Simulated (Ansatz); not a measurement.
PbS:
```xyz
2
Lattice="0.0000 2.9841 2.9841 2.9841 0.0000 2.9841 2.9841 2.9841 0.0000" Properties=species:S:1:pos:R:3 pbc="T T T"
Pb     0.0000     0.0000     0.0000
S      2.9841     2.9841     2.9841
```

Relaxed with HSE06. Special points in fractions of this cell's reciprocal vectors: Γ (0.000, 0.000, 0.000); X (0.500, 0.000, 0.500); U (0.625, 0.250, 0.625); K (0.375, 0.375, 0.750); L (0.500, 0.500, 0.500); W (0.500, 0.250, 0.750).

**Question.** List the band energies nearest the valence-band maximum at these points for HSE06 in the plane-wave PAW code Ansatz.

**Answer.** In eV from the valence-band maximum; about four levels below and three above (degenerate sets whole), none deeper than 8.9 eV; points with the same levels are listed once.

```json
[
 {"k": "Γ", "below": "-6.43 -2.43 -2.43 -2.43", "above": "6.01 6.01 6.01"},
 {"k": "X", "below": "-7.66 -5.67 -3.79 -3.79", "above": "4.47 6.43 6.52 6.52"},
 {"k": "U", "below": "-8.55 -5.21 -3.24 -2.67", "above": "3.97 4.83 5.86"},
 {"k": "L", "below": "-2.04 -2.04 0.00", "above": "0.87 2.54 2.54"},
 {"k": "W", "below": "-8.50 -4.83 -4.83 -1.17", "above": "2.79 5.42 5.42"}
]
```

Space group Fm-3m (rock salt). Symmetry was held in the HSE06 relaxation. The hybrid was solved on a coarse mesh, the path and, where they were found, the r²SCAN edge points; its band edges are the extreme levels among these. Spin–orbit coupling is left out wherever it is not named.

Potentials: the earlier of the program's two PAW sets.
